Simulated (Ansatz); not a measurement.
ZrMo (rock salt, space group No. 225) at seven volumes, PBEsol in the plane-wave PAW code Ansatz, scaled uniformly. One row is withheld.

```
V (Å³/atom)  P (GPa)
-----------  -------
18.124         14.26
18.722          8.83
19.319          4.10
19.917          0.00
20.514             ?
21.112         -6.60
21.709         -9.23
```

**Question.** Fit the shown pressures and predict the withheld one.

**Answer.** Third-order Birch–Murnaghan: P = (3/2)B₀(x^(7/2) − x^(5/2))[1 + (3/4)(B′ − 4)(x − 1)] with x = (V₀/V)^(2/3). Least squares on the six rows gives V₀ = 19.919 Å³/atom, B₀ = 126.4 GPa, B′ = 3.79. At V = 20.514, x = 0.9806 and P = -3.52 GPa. The run itself gave -3.55 GPa.

Space group Fm-3m (rock salt). The start of the workflow was typed in or built on a structure type; neither database checked (COD, Materials Project) lists it. Its standing as an ambient phase is unchecked. The cell was relaxed with PBEsol under the symmetry of its start. At this level the phase is mechanically unstable. No spin polarisation was allowed. Its formation energy is positive at this level, so the cell may be metastable or incomplete.

Potentials: the later of the program's two PAW sets.
